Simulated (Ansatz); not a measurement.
GaAs in space group P6_222 (No. 180; Ga on 3d, As on 3c) at seven volumes, r²SCAN (plane waves, PAW; program Ansatz), shape and atoms relaxed at each. One row is withheld.

```csv
V (Å³/atom),P (GPa)
18.837,8.85
19.458,?
20.079,2.45
20.700,-0.03
21.321,-2.12
21.942,-3.88
22.563,-5.36
```

### Question
Fit the shown pressures and predict the withheld one.

### Answer
P = (3/2)B₀(x^(7/2) − x^(5/2))[1 + (3/4)(B′ − 4)(x − 1)] with x = (V₀/V)^(2/3). Least squares on the six rows gives V₀ = 20.692 Å³/atom, B₀ = 75.7 GPa, B′ = 4.64. At V = 19.458, x = 1.0418 and P = 5.37 GPa. The run itself gave 5.36 GPa.

The start of the workflow was typed in or built on a structure type; neither database checked (COD, Materials Project) lists it. It is not the phase usual at ambient conditions (space group No. 216). Symmetry was held in the r²SCAN relaxation; whether a distortion lowers the energy is not shown.

Potentials: the earlier of the program's two PAW sets.
